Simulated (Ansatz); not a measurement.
This La2Hf2O structure is the end of a relaxation. The cell was found from a structure generator's guess, not taken from experiment.

Level of theory: DFT PBE, scalar-relativistic, plane waves, PAW (Ansatz 0.2.0). Cutoff 420 eV, Γ-centred mesh, Gaussian smearing, no spin polarisation.

```cif
data_structure
_symmetry_space_group_name_H-M 'P 1'
_symmetry_Int_Tables_number 1
_cell_length_a 4.5420
_cell_length_b 4.5420
_cell_length_c 5.4150
_cell_angle_alpha 90.000
_cell_angle_beta 90.000
_cell_angle_gamma 90.000
_cell_volume 111.71
loop_
_atom_site_label
_atom_site_type_symbol
_atom_site_fract_x
_atom_site_fract_y
_atom_site_fract_z
_atom_site_occupancy
La1 La 0.00000 0.00000 0.00000 1
La2 La 0.50000 0.50000 0.00000 1
Hf1 Hf 0.00000 0.50000 0.50000 1
Hf2 Hf 0.50000 0.00000 0.50000 1
O1 O 0.50000 0.50000 0.50000 1
```

The zero of energy is the elements' standard structures at the same level (O₂ as a molecule); no fitted shifts are applied.

Q: What space group does it have?

A: P4/mmm (No. 123). Conventional cell: a = 4.542 Å, c = 5.415 Å. La on its first site has 4 La at 3.21 Å, 8 Hf at 3.53 Å, 8 O at 4.20 Å and 4 La at 4.54 Å; La on its second site is surrounded by 2 O at 2.71 Å, 4 La at 3.21 Å, 8 Hf at 3.53 Å and 4 La at 4.54 Å; Hf has 2 O at 2.27 Å, 4 Hf at 3.21 Å and 8 La at 3.53 Å; O is surrounded by 4 Hf at 2.27 Å and 2 La at 2.71 Å.

Q: What is its formation energy per atom?

A: −0.83 eV/atom. It lies below the elements, which doesn't yet make it stable against other compounds or structures.

Q: Is it a metal?

A: Yes, bands cross the Fermi level on the 8×8×8 mesh.

The last run used an 8×8×8 mesh for its 5-atom cell and Gaussian smearing of 0.10 eV. These runs have no spin–orbit coupling, which can matter for Hf. Symmetry constrained the relaxation, so the result can be a saddle point.
